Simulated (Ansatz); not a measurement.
# Orbital-resolved density of states of MnHg

```yaml
crystal:
  lattice:
    - [3.31500, 0.00000, 0.00000]
    - [0.00000, 3.31500, 0.00000]
    - [0.00000, 0.00000, 3.31500]
  atoms:
    - { symbol: Mn, position: [0.50000, 0.50000, 0.50000] }
    - { symbol: Hg, position: [0.00000, 0.00000, 0.00000] }
```

Atom numbers follow the list: Mn1, Hg2.

The cell is COD entry 1522376, as deposited and not checked against the literature; nothing was relaxed.

The magnetic state is the one reached from the start moments; no search over orders was made, so it needn't be the ground state.

Spin–orbit coupling is left out, though it moves levels of the heavy atoms by tenths of an eV or more.

These are results of DFT, PBE, all-electron LAPW, scalar-relativistic in Ansatz 0.2.0, not measurements.

Numerical set-up: a Γ-centred 11×11×11 k mesh, Fermi–Dirac smearing of 0.08 eV, basis error target 0.25 meV/atom, spin-polarised from start moments Mn1 4 μB, ending with a cell moment of 3.92 μB.

States per eV for one atom of each kind, in 0.4 eV bins named by their centres, from the Fermi level, projected on a minimal set of Löwdin-orthogonalised atomic shells; orbitals are real harmonics on the Cartesian axes, equal curves share a column, and empty bins are left out, as is all above 5.0 eV, near the top of the computed bands.

Mn1 3d:

```
# E all all_up all_dn dz2_up=dx2-y2_up dz2_dn=dx2-y2_dn dxz_up=dyz_up=dxy_up dxz_dn=dyz_dn=dxy_dn
-8.3 0.05 0.04 0.01 0.01 0.00 0.00 0.00
-7.9 0.16 0.11 0.05 0.02 0.01 0.02 0.01
-7.5 0.19 0.13 0.06 0.01 0.01 0.04 0.02
-7.1 0.09 0.06 0.03 0.00 0.00 0.02 0.01
-6.7 0.02 0.02 0.01 0.00 0.00 0.00 0.00
-6.3 0.02 0.01 0.00 0.00 0.00 0.00 0.00
-5.9 0.03 0.03 0.01 0.00 0.00 0.01 0.00
-5.5 0.06 0.05 0.01 0.00 0.00 0.01 0.00
-5.1 0.11 0.09 0.02 0.00 0.00 0.03 0.01
-4.7 0.16 0.14 0.03 0.00 0.00 0.05 0.01
-4.3 0.16 0.13 0.03 0.01 0.00 0.04 0.01
-3.9 0.15 0.11 0.04 0.03 0.00 0.02 0.01
-3.5 0.63 0.59 0.04 0.07 0.00 0.15 0.01
-3.1 2.56 2.53 0.03 0.80 0.01 0.31 0.01
-2.7 3.00 2.96 0.04 0.67 0.01 0.54 0.01
-2.3 3.64 3.59 0.05 0.49 0.01 0.87 0.01
-1.9 0.86 0.77 0.09 0.14 0.02 0.16 0.02
-1.5 0.57 0.25 0.32 0.05 0.02 0.05 0.09
-1.1 0.53 0.25 0.28 0.07 0.03 0.04 0.08
-0.7 0.51 0.16 0.35 0.03 0.04 0.03 0.09
-0.3 0.59 0.11 0.48 0.02 0.08 0.02 0.10
0.1 1.26 0.07 1.19 0.01 0.44 0.02 0.10
0.5 1.71 0.04 1.67 0.01 0.43 0.01 0.27
0.9 1.82 0.04 1.78 0.01 0.25 0.01 0.43
1.3 2.75 0.04 2.71 0.00 0.25 0.01 0.73
1.7 0.56 0.03 0.53 0.00 0.15 0.01 0.08
2.1 1.04 0.03 1.01 0.00 0.42 0.01 0.06
2.5 0.44 0.02 0.42 0.00 0.14 0.01 0.04
2.9 0.22 0.02 0.20 0.00 0.05 0.01 0.03
3.3 0.18 0.01 0.17 0.00 0.02 0.00 0.04
3.7 0.18 0.01 0.17 0.00 0.01 0.00 0.05
4.1 0.13 0.01 0.12 0.00 0.01 0.00 0.03
4.5 0.08 0.01 0.07 0.00 0.01 0.00 0.02
4.9 0.07 0.01 0.06 0.00 0.01 0.00 0.01
```

Hg2 5d:

```
# E all all_up all_dn dz2_up=dx2-y2_up dz2_dn=dx2-y2_dn dxz_up=dyz_up=dxy_up dxz_dn=dyz_dn=dxy_dn
-8.7 0.04 0.02 0.02 0.01 0.01 0.00 0.00
-8.3 2.00 1.22 0.78 0.16 0.17 0.30 0.14
-7.9 7.12 3.40 3.72 0.82 0.87 0.59 0.66
-7.5 7.73 3.81 3.92 0.48 0.47 0.95 0.99
-7.1 5.06 2.41 2.65 0.44 0.44 0.51 0.59
-6.7 1.57 0.79 0.78 0.36 0.35 0.03 0.03
-6.3 0.14 0.08 0.07 0.02 0.02 0.01 0.01
-5.9 0.12 0.07 0.06 0.02 0.02 0.01 0.00
-5.5 0.15 0.08 0.06 0.03 0.03 0.00 0.00
-5.1 0.15 0.08 0.07 0.03 0.03 0.00 0.00
-4.7 0.09 0.05 0.04 0.02 0.02 0.00 0.00
-4.3 0.05 0.03 0.02 0.01 0.01 0.00 0.00
-3.9 0.04 0.02 0.02 0.01 0.01 0.00 0.00
-3.5 0.04 0.03 0.01 0.01 0.00 0.00 0.00
-3.1 0.11 0.10 0.01 0.04 0.00 0.01 0.00
-2.7 0.07 0.06 0.01 0.01 0.00 0.01 0.00
-2.3 0.11 0.10 0.01 0.00 0.00 0.03 0.00
-1.9 0.04 0.03 0.01 0.00 0.00 0.01 0.00
-1.5 0.03 0.01 0.02 0.00 0.00 0.00 0.00
-1.1 0.03 0.01 0.01 0.00 0.01 0.00 0.00
-0.7 0.02 0.01 0.01 0.00 0.01 0.00 0.00
-0.3 0.02 0.01 0.01 0.00 0.01 0.00 0.00
0.1 0.03 0.01 0.02 0.00 0.01 0.00 0.00
0.5 0.02 0.00 0.02 0.00 0.00 0.00 0.01
0.9 0.03 0.00 0.02 0.00 0.00 0.00 0.01
1.3 0.06 0.00 0.05 0.00 0.00 0.00 0.02
1.7 0.01 0.00 0.01 0.00 0.00 0.00 0.00
2.1 0.01 0.00 0.01 0.00 0.00 0.00 0.00
2.5 0.01 0.00 0.00 0.00 0.00 0.00 0.00
2.9 0.01 0.00 0.00 0.00 0.00 0.00 0.00
3.3 0.01 0.01 0.00 0.00 0.00 0.00 0.00
3.7 0.01 0.00 0.00 0.00 0.00 0.00 0.00
4.1 0.01 0.00 0.00 0.00 0.00 0.00 0.00
4.5 0.01 0.00 0.00 0.00 0.00 0.00 0.00
4.9 0.01 0.00 0.00 0.00 0.00 0.00 0.00
```

Mn1 4s:

```
# E all all_up all_dn
-9.5 0.01 0.01 0.00
-9.1 0.06 0.04 0.03
-8.7 0.10 0.06 0.05
-8.3 0.26 0.16 0.10
-7.9 0.23 0.10 0.13
-7.5 0.04 0.02 0.02
-7.1 0.05 0.02 0.02
-6.7 0.08 0.04 0.03
-6.3 0.09 0.05 0.04
-5.9 0.09 0.05 0.04
-5.5 0.11 0.07 0.05
-5.1 0.08 0.04 0.04
-4.7 0.03 0.01 0.02
-4.3 0.05 0.03 0.01
-3.9 0.08 0.06 0.02
-3.5 0.16 0.11 0.05
-3.1 0.17 0.11 0.06
-2.7 0.11 0.02 0.08
-2.3 0.12 0.02 0.10
-1.9 0.15 0.03 0.12
-1.5 0.19 0.07 0.13
-1.1 0.18 0.10 0.07
-0.7 0.13 0.09 0.05
-0.3 0.10 0.07 0.03
0.1 0.07 0.06 0.01
0.5 0.08 0.05 0.02
0.9 0.09 0.05 0.03
1.3 0.09 0.06 0.03
1.7 0.09 0.07 0.02
2.1 0.17 0.07 0.10
2.5 0.15 0.08 0.08
2.9 0.12 0.06 0.07
3.3 0.13 0.09 0.05
3.7 0.15 0.09 0.06
4.1 0.14 0.08 0.06
4.5 0.10 0.06 0.04
4.9 0.14 0.04 0.10
```

Hg2 6s:

```
# E all all_up all_dn
-9.5 0.01 0.01 0.00
-9.1 0.07 0.04 0.03
-8.7 0.14 0.07 0.06
-8.3 0.33 0.17 0.16
-7.9 0.34 0.15 0.19
-7.5 0.12 0.06 0.06
-7.1 0.15 0.08 0.07
-6.7 0.14 0.07 0.07
-6.3 0.16 0.08 0.08
-5.9 0.21 0.10 0.10
-5.5 0.30 0.15 0.14
-5.1 0.38 0.19 0.19
-4.7 0.31 0.14 0.17
-4.3 0.21 0.08 0.14
-3.9 0.14 0.03 0.12
-3.5 0.10 0.02 0.07
-3.1 0.07 0.02 0.04
-2.7 0.05 0.02 0.03
-2.3 0.05 0.03 0.03
-1.9 0.05 0.03 0.03
-1.5 0.06 0.03 0.03
-1.1 0.07 0.05 0.02
-0.7 0.08 0.06 0.02
-0.3 0.08 0.06 0.01
0.1 0.08 0.07 0.01
0.5 0.06 0.05 0.01
0.9 0.06 0.05 0.01
1.3 0.08 0.06 0.02
1.7 0.10 0.07 0.03
2.1 0.12 0.07 0.05
2.5 0.12 0.07 0.05
2.9 0.11 0.06 0.05
3.3 0.11 0.04 0.07
3.7 0.12 0.03 0.08
4.1 0.09 0.02 0.07
4.5 0.06 0.02 0.05
4.9 0.04 0.01 0.03
```
